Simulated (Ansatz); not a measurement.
Consider the following.

Nb (fcc (Cu type), Fm-3m), a = 4.139 Å, b = 4.139 Å, c = 4.139 Å, α = 90.00°, β = 90.00°, γ = 90.00°; the cell used has 1 atom.

This is the LDA-relaxed structure.

Q: All from DFT-LDA in the program Ansatz with PAW potentials, unless another level is named. Estimate the bulk modulus (Birch–Murnaghan fit).

A: 182 GPa.

Q: Predict the elastic constants (relaxed ions, GPa).

A: C11 = -28.5, C12 = 288, C44 = -78.7.

The workflow started from an entry of the Crystallography Open Database (COD), which files this formula under 2 space groups. It is not the phase usual at ambient conditions (space group No. 229). The LDA relaxation kept the symmetry of its start. At this level the phase is mechanically unstable. The run is not spin-polarised. As this level gives no gap, shear constants depend on the k-mesh and smearing (Fermi–Dirac, 0.1 eV here).

Potentials: the later of the program's two PAW sets.
